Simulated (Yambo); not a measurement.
Rb3AlF6 (space group Fm-3m, No. 225): one transition space (4×4×4 mesh, 17 valence and 6 conduction bands, Tamm-Dancoff) with different kernels in Yambo, on PBEsol orbitals; field along x. BSE alone uses the static screening with 100 bands and a 3 Ry block; its scissor and those of RPA and TDDFT come from G0W0, that of the TDHF-type run from bare exchange.

| kernel | scissor (eV) | direct gap with it (eV) | lowest state (eV) |
|---|---|---|---|
| BSE (screened electron-hole attraction) | 3.83 | 10.14 | … |
| TDHF-type (unscreened attraction, exchange-only scissor) | 12.14 | 18.45 | … |
| RPA (no attraction) | 3.83 | 10.14 | 10.14 (dark) |

### Question
What belongs in the gaps?

### Answer

- BSE (screened electron-hole attraction), lowest state (eV): 8.82 (dark)
- TDHF-type (unscreened attraction, exchange-only scissor), lowest state (eV): 14.71 (dark)

RPA leaves the lowest state at the direct gap: no bound exciton. These are vertical excitations (zero momentum). Spin singlets only. Strong means a line over 3 % of the spectrum's maximum, dark under 0.03 %. Absolute energies carry the error of the G0W0 scissor, whose convergence isn't established. Convergence of the binding with the mesh was not shown.

Geometry of the Materials Project entry, not relaxed at this level; primitive cell a = 6.254 Å, b = 6.254 Å, c = 6.254 Å, α = 60.00°, β = 60.00°, γ = 60.00°.

The structure is a Materials Project entry; no match was found in the copy of COD used, and its stability was not checked.
